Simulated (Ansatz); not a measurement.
**Several inputs for MoS2 with an S vacancy**

Cell: a supercell of MoS2 (space group P6_3/mmc) built from a COD entry, with all atoms left at the host's positions.

Space group P3m1 (No. 156); a = 9.5070, c = 12.3240 Å, γ = 120.00°.

```
site  Wyckoff  site symmetry       x       y       z
 Mo1       1a            3m.  0.0000  0.0000  0.2500
 Mo2       6e              1  0.0000  0.3333  0.2500
 Mo6       1b            3m.  0.3333  0.6667  0.2500
 Mo8       1c            3m.  0.6667  0.3333  0.2500
Mo10       3d            .m.  0.1111  0.8889  0.7500
Mo12       3d            .m.  0.1111  0.5556  0.7500
Mo14       3d            .m.  0.4444  0.2222  0.7500
 S19       6e              1  0.0000  0.3333  0.6230
 S23       1b            3m.  0.3333  0.6667  0.6230
 S25       1c            3m.  0.6667  0.3333  0.6230
 S27       3d            .m.  0.1111  0.8889  0.1230
 S29       3d            .m.  0.1111  0.5556  0.1230
 S31       3d            .m.  0.4444  0.2222  0.1230
 S36       1a            3m.  0.0000  0.0000  0.8770
 S37       6e              1  0.0000  0.3333  0.8770
 S41       1b            3m.  0.3333  0.6667  0.8770
 S43       1c            3m.  0.6667  0.3333  0.8770
 S45       3d            .m.  0.1111  0.8889  0.3770
 S47       3d            .m.  0.1111  0.5556  0.3770
 S49       3d            .m.  0.4444  0.2222  0.3770
```

One atom of each set is listed.

Reference run. All values are calculated (Ansatz; DFT, PBE, plane waves and PAW, scalar-relativistic, 420 eV cutoff, Γ-centred 3×3×2 k-points, Fermi–Dirac smearing 0.01 eV, cell charge +2), not measured.

It gives V_zz (10²¹ V/m²) Mo10 -10.52 (η 0.47), S25 -5.18 (η 0.00), among others. Each of these runs changes the input as listed (caps on SCF iterations aside):

A. accuracy: not typed → medium
B. hamiltonian.hubbard: not typed → {sites: [{species: Mo, l: d, u_eff: 8.0}], double_counting: amf}

(1) Which of these changes matter for the gradients?

Answers

(1) 

```json
{"run": "A", "Mo10 V_zz (η)": "-10.52 (0.47)", "S25 V_zz (η)": "-5.18 (0.00)", "largest change of a gradient tensor, all atoms": "0.00", "note": "converged"}
{"run": "B", "Mo10 V_zz (η)": "-24.8 (0.09)", "S25 V_zz (η)": "-6.05 (0.00)", "largest change of a gradient tensor, all atoms": "18.33", "note": "converged; a gap opens"}
```

Run B moves them most, on Mo12 (V_zz from -6.11 to -24.3).

On the reference run: The run isn't spin-polarised, and a state with spin may lie lower. The defect repeats with the cell of 53 atoms, so it feels its images: sites between two images don't show the values beside a lone defect, and zeros or small values of η there can come from the images' arrangement. Mo and S carry a gradient in the pure host already, so the values there aren't the defect's effect alone. A uniform background compensates the cell's charge. The defect cell has no gap above 0.1 eV on its mesh, so the values can hang on the smearing and the k-mesh. Without spin–orbit coupling (the program notes it for Mo) the gradients can shift somewhat, as the gap is small. The neighbours have not yet relaxed around the defect (largest force 0.90 eV/Å), so a real crystal will differ.
